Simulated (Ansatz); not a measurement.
The start is a relaxed Nb cell displaced along its unstable phonon at q = (½, ½, 0) of its primitive reciprocal cell (173i cm⁻¹), largest move 0.15 Å. The cell and all atomic positions are relaxed at zero pressure with PBE (plane waves to 420 eV, PAW, scalar-relativistic; Ansatz, a program for electronic structure). The first steps use a coarse 12×12×12 k-mesh.

The start:
```yaml
crystal:
  lattice:
    - [5.43964, 0.00000, 0.00000]
    - [2.71982, 2.71982, 0.00000]
    - [0.00000, 0.00000, 2.71982]
  atoms:
    - { symbol: Nb, position: [0.00000, 0.00000, 0.05515] }
    - { symbol: Nb, position: [0.50000, 0.00000, 0.94485] }
```

**Question.** How much energy is released per atom?

**Answer.** 0.89 eV/atom.

**Question.** How does the volume change?

**Answer.** -9.9 %, from 20.12 to 18.12 Å³/atom.

**Question.** How do the shortest distances between atoms change?

**Answer.** The closest pairs of elements (up to four, under 3.6 Å), start → end: Nb–Nb 2.72 → 2.87 Å.

**Question.** Is the relaxed structure metallic? Give its gap.

**Answer.** No gap (metallic).

**Question.** Give the final cell and atomic positions.

**Answer.** 
Space group Im-3m (No. 229); a = b = c = 3.3095 Å, α = β = γ = 90.00°

```
atom  site  symmetry       x       y       z
----  ----  --------  ------  ------  ------
Nb      2a      m-3m  0.0000  0.0000  0.0000
```
(The calculation used a cell of 1 atom; values per cell refer to that cell.)

Final values are on a 20×20×20 k-mesh of the relaxed cell. No spin polarisation in the result.

The run could not lose the symmetry of its start.

Of the parent cell (Pm-3m (No. 221)): it is a generated cell of Nb: the first start was made by placing the elements on the sites of a structure type, and the end was not matched to a known phase here, so it may be hypothetical. Known forms of Nb include space group No. 229.
